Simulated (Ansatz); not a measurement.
Input file for Ansatz (a program for electronic structure):

Ansatz 0.2 input:
```yaml
crystal:
  lattice:
    - [3.9383777309, 0.0, 0.0]
    - [0.0, 3.9383777309, 0.0]
    - [0.0, 0.0, 3.6014844609]
  atoms:
    - { symbol: Sr, position: [0.5, 0.5, 0.5] }
    - { symbol: Ga, position: [0.0, 0.0, 0.0] }
    - { symbol: O, position: [0.5, 0.0, 0.0] }
    - { symbol: O, position: [0.0, 0.5, 0.0] }
    - { symbol: H, position: [0.0, 0.0, 0.5] }
kpoints:
  mp_grid: { grid: [6, 6, 6] }
  band_path:
    path:
      - [[0.0, 0.0, 0.0], [0.0, 0.5, 0.0], [0.5, 0.5, 0.0], [0.0, 0.0, 0.0], [0.0, 0.0, 0.5], [0.0, 0.5, 0.5], [0.5, 0.5, 0.5], [0.0, 0.0, 0.5]]  # Γ-X-M-Γ-Z-R-A-Z
      - [[0.0, 0.5, 0.0], [0.0, 0.5, 0.5]]  # X-R
      - [[0.5, 0.5, 0.0], [0.5, 0.5, 0.5]]  # M-A
      - [VBM, CBM]
    npoints: 8
hamiltonian:
  xc: r2scan
  pseudopotentials: { azcp: { folder: ./paw }, kind: paw_fr }
magnetization: { noncollinear: true, spin_orbit: true }
scf:
  n_extra_bands: 12
  convergence: { dr2_threshold: 0.0000000001 }
  occupations: { method: gaussian, width: 0.01 }
checkpoint: { write: soc.run }
output: { eigenvalues: true }
```

Output (shortened):

```
Pseudopotential: Sr, paw, valence charge 10
Pseudopotential: Ga, paw, valence charge 13
Pseudopotential: O, paw, valence charge 6
Pseudopotential: H, paw, valence charge 1
Functional definition: r2SCAN
non-collinear run that drives no moment, with spin-orbit …
Crystal: 5 atoms, lattice volume = 55.862 Å³
Basis set: ecut = 500 eV, 1421 PW (Γ), exchange–correlation on 120×120×108 points (64 copies of the dense FFT grid, shifted against one another)
Bands: 48, of which v1, the nominal top of the filled ones, is band 36 counted from 1 (35 counted from 0)
Symmetry: 16 space group operations + 16 with time reversal
k-points: 40 of 216
Projection manifold: j_resolved (fully-relativistic pseudo-atomic orbitals)
SCF iter   1: F=—  HF=-8496.251579 eV  |F-HF|=—  |Δ(HF+E_count)|=         —  Δρ=9.09e-2  dr2=2.75e0  dr2_τ=2.74e-2  dr2_m=0.00e0 (ungated)  ethr=3.10e-3  |M|=0.00e0 ∫|m|=0.00e0 μB  |m|>n=0.0e0 m-floor=0.0e0 τ_xc=0.0e0  β_m=0.30  ⟨swp⟩=9.4  Hψ=5750  notcnv=0  defer=32
preconditioner: auto → Resta (q_TF=auto, 2.536 Å⁻¹)
spin=Noncollinear: Resta preconditioning applied to the charge; magnetization (m_x, m_y, m_z) channels mix plain (no charge-response kernel on spin).
SCF iter   2: F=—  HF=-8496.190446 eV  |F-HF|=—  |Δ(HF+E_count)|=   6.11e-2  Δρ=6.07e-2  dr2=1.24e0  dr2_τ=7.43e-3  dr2_m=0.00e0 (ungated)  ethr=3.10e-3  |M|=0.00e0 ∫|m|=0.00e0 μB  |m|>n=0.0e0 m-floor=0.0e0 τ_xc=0.0e0  β_m=0.58  ⟨swp⟩=2.9  Hψ=1721  notcnv=0  defer=234
SCF iter   3: F=—  HF=-8496.060439 eV  |F-HF|=—  |Δ(HF+E_count)|=   1.30e-1  Δρ=1.84e-2  dr2=1.18e-1  dr2_τ=5.23e-3  dr2_m=0.00e0 (ungated)  ethr=3.10e-3  |M|=0.00e0 ∫|m|=0.00e0 μB  |m|>n=0.0e0 m-floor=0.0e0 τ_xc=0.0e0  β_m=0.58  ⟨swp⟩=2.9  Hψ=1444  notcnv=0  defer=234
SCF iter   4: F=—  HF=-8496.049947 eV  |F-HF|=—  |Δ(HF+E_count)|=   1.05e-2  Δρ=3.71e-3  dr2=4.14e-3  dr2_τ=9.97e-5  dr2_m=0.00e0 (ungated)  ethr=3.28e-4  |M|=0.00e0 ∫|m|=0.00e0 μB  |m|>n=0.0e0 m-floor=0.0e0 τ_xc=0.0e0  β_m=0.77  ⟨swp⟩=3.1  Hψ=1790  notcnv=0  defer=224
SCF iter   5: F=—  HF=-8496.052871 eV  |F-HF|=—  |Δ(HF+E_count)|=   2.92e-3  Δρ=1.24e-3  dr2=5.67e-4  dr2_τ=1.77e-5  dr2_m=0.00e0 (ungated)  ethr=1.15e-5  |M|=0.00e0 ∫|m|=0.00e0 μB  |m|>n=0.0e0 m-floor=0.0e0 τ_xc=0.0e0  β_m=0.67  ⟨swp⟩=2.9  Hψ=1635  notcnv=0  defer=224
SCF iter   6: F=—  HF=-8496.052652 eV  |F-HF|=—  |Δ(HF+E_count)|=   2.19e-4  Δρ=3.54e-4  dr2=5.66e-5  dr2_τ=1.30e-6  dr2_m=0.00e0 (ungated)  ethr=1.57e-6  |M|=0.00e0 ∫|m|=0.00e0 μB  |m|>n=0.0e0 m-floor=0.0e0 τ_xc=0.0e0  β_m=0.77  ⟨swp⟩=2.0  Hψ=1589  notcnv=0  defer=224
SCF iter   7: F=—  HF=-8496.052685 eV  |F-HF|=—  |Δ(HF+E_count)|=   3.28e-5  Δρ=8.65e-5  dr2=2.52e-6  dr2_τ=1.37e-7  dr2_m=0.00e0 (ungated)  ethr=1.57e-7  |M|=0.00e0 ∫|m|=0.00e0 μB  |m|>n=0.0e0 m-floor=0.0e0 τ_xc=0.0e0  β_m=0.88  ⟨swp⟩=2.0  Hψ=1550  notcnv=0  defer=224
SCF iter   8: F=—  HF=-8496.052689 eV  |F-HF|=—  |Δ(HF+E_count)|=   3.94e-6  Δρ=1.62e-5  dr2=1.47e-7  dr2_τ=3.38e-9  dr2_m=0.00e0 (ungated)  ethr=7.00e-9  |M|=0.00e0 ∫|m|=0.00e0 μB  |m|>n=0.0e0 m-floor=0.0e0 τ_xc=0.0e0  β_m=0.94  ⟨swp⟩=2.0  Hψ=1453  notcnv=0  defer=224
SCF iter  11: F=-8496.052689 eV  HF=-8496.052689 eV  |F-HF|=5.46e-11  |Δ(HF+E_count)|=  1.64e-11  Δρ=4.38e-7  dr2=7.51e-11  dr2_τ=2.69e-12  dr2_m=0.00e0 (ungated)  ethr=1.00e-12  |M|=0.00e0 ∫|m|=0.00e0 μB  |m|>n=0.0e0 m-floor=0.0e0 τ_xc=0.0e0  ⟨swp⟩=11.7  Hψ=4053  notcnv=0
SCF 1 converged in 11 iterations: F = -8496.052689 eV  dr2 = 7.51e-11
NSCF: frozen V_eff on 40 k-points
NSCF: frozen V_eff on 40 k-points
NSCF: frozen V_eff on 40 k-points
NSCF: frozen V_eff on 12 k-points
NSCF: frozen V_eff on 11 k-points
NSCF: frozen V_eff on 11 k-points
NSCF: frozen V_eff on 10 k-points
NSCF: frozen V_eff on 10 k-points
NSCF: frozen V_eff on 5 k-points
NSCF: frozen V_eff on 5 k-points
NSCF: frozen V_eff on 84 k-points
SCF converged after 11 iterations
Magnetization: |M| = 0.0000 μB,  M = (+0.0000, +0.0000, +0.0000) μB
Absolute magnetization: 0.0000 μB (∫|m|)
  site 0: m = (+0.0000, +0.0000, +0.0000) μB, |m| = 0.0000 μB  (R = 1.10 Å)
  site 1: m = (+0.0000, +0.0000, +0.0000) μB, |m| = 0.0000 μB  (R = 0.74 Å)
  site 2: m = (+0.0000, +0.0000, +0.0000) μB, |m| = 0.0000 μB  (R = 0.81 Å)
  site 3: m = (+0.0000, +0.0000, +0.0000) μB, |m| = 0.0000 μB  (R = 0.81 Å)
  site 4: m = (+0.0000, +0.0000, +0.0000) μB, |m| = 0.0000 μB  (R = 0.74 Å)
Free energy (F): -8496.052689 eV
Harris-Foulkes:  -8496.052689 eV  (|F-HF|=5.46e-11)
Internal energy: -8496.052689 eV  (E = F + TS)
E sigma→0 (E₀):  -8496.052689 eV
Fermi energy:    9.618791 eV
--- Per-component energies (eV) ---
  E_band       = -84.979197
  E_kinetic    = 704.319286
  E_local      = -2589.322782  (includes V_loc(G=0)·N_el)
  E_nonlocal   = 251.249436
  E_hartree    = 1272.345512
  E_xc         = -376.039590
  E_vxc        = -448.315056  (∫ρ·V_xc dr)
  E_paw        = -5050.990634  (= ΣΔE_a)
  E_vpaw       = -573.048999  (= ΣTr[D̂ρ^β])
  E_aug_tail   = 0.000509  (compensation charges beyond the density's cutoff)
  E_vtau       = 25.447629  (kinetic-family band-sum trace: ∫τ·v_τ [+ j·A + Jᵃ·Aᵃ] dr)
  E_ewald      = -2706.765470
  E_core_change = -0.848958  (= ΣΔE_core)
  E_smearing   =  0.000000  (= −TS)
  E_closure    =  0.000000  (closes the sum)
  Σ components = -8496.052689   (vs F -8496.052689, Δ=0.00e0)
  [band-id]    e_kinetic+e_local+e_nonlocal+2·e_hartree+e_vxc+e_vpaw+e_augmentation_tail+e_vtau = -84.978952   (vs E_band -84.979197, Δ=2.45e-4)
--- Band table (eV; the first three rows and the last of 40) ---
  k-point 0: bands = ["-24.9719", "-24.9719", "-9.7692", "-9.7692", "-8.8385", "-8.8385", "-7.1296", "-7.1296", "-6.0880", "-6.0880", "-5.8835", "-5.8835", "-5.0979", "-5.0979", "-4.8241", "-4.8241", "-4.6583", "-4.6583", "-4.5255", "-4.5255", "-3.7083", …
  k-point 1: bands = ["-24.9581", "-24.9581", "-9.9017", "-9.9017", "-8.8213", "-8.8213", "-7.0780", "-7.0780", "-6.0608", "-6.0608", "-5.8098", "-5.8098", "-5.0571", "-5.0571", "-4.8225", "-4.8225", "-4.6194", "-4.6194", "-4.5247", "-4.5247", "-3.7045", …
  k-point 2: bands = ["-24.9303", "-24.9303", "-10.1495", "-10.1495", "-8.7867", "-8.7867", "-6.9866", "-6.9866", "-6.0062", "-6.0062", "-5.6712", "-5.6712", "-4.9887", "-4.9887", "-4.8187", "-4.8187", "-4.5226", "-4.5226", "-4.5007", "-4.5007", "-3.6967", …
  k-point 39: bands = ["-24.8819", "-24.8819", "-8.8000", "-8.8000", "-8.7925", "-8.7925", "-7.4036", "-7.4036", "-6.3933", "-6.3933", "-6.3248", "-6.3248", "-5.1298", "-5.1298", "-5.1088", "-5.1088", "-4.6586", "-4.6586", "-4.6510", "-4.6510", "-4.5357", …
```

Cost: about 3 core-minutes (a rough figure) on shared cores.

Space group P4/mmm. The start of the workflow was typed in or built on a structure type; neither database checked (COD, Materials Project) lists it. Whether it is the stable phase at ambient conditions was not checked. Symmetry was held in the r²SCAN relaxation; its stability against distortions is not shown here.

Potentials: the earlier of the program's two PAW sets. The files were generated under PBE; for other functionals the program regenerates the frozen cores, and for LDA and PBEsol the local potential too.

Ansatz is a plane-wave DFT program.
